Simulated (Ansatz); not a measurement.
LiPd in space group P-6m2 (No. 187; Pd on 1b, Li on 1e) under volume change, PBEsol in the plane-wave PAW code Ansatz, shape and atoms relaxed at each volume.

| V (Å³/atom) | E − E(relaxed) (meV/atom) | P (GPa) |
|---|---|---|
| 12.280 | ? | ? |
| 12.685 | ? | ? |
| 13.090 | 3.5 | 2.88 |
| 13.494 | 0.0 | 0.00 |
| 13.899 | 3.2 | -2.46 |
| 14.304 | 12.1 | -4.54 |
| 14.709 | 25.9 | -6.31 |

Task: Complete the blanks.

Result: 
- 12.280, E − E(relaxed) (meV/atom): 35.7
- 12.280, P (GPa): 10.26
- 12.685, E − E(relaxed) (meV/atom): 15.0
- 12.685, P (GPa): 6.27

Task: What does a third-order Birch–Murnaghan fit give for V₀, B₀ and B′?

Result: V₀ = 13.49 Å³/atom, B₀ = 88.5 GPa, B′ = 4.4.

The workflow started from an entry of the Crystallography Open Database (COD), which files this formula under 2 space groups. Its standing as an ambient phase is unchecked. The cell was relaxed with PBEsol under the symmetry of its start; whether a distortion lowers the energy is not shown. No spin polarisation was allowed.

Potentials: the later of the program's two PAW sets.
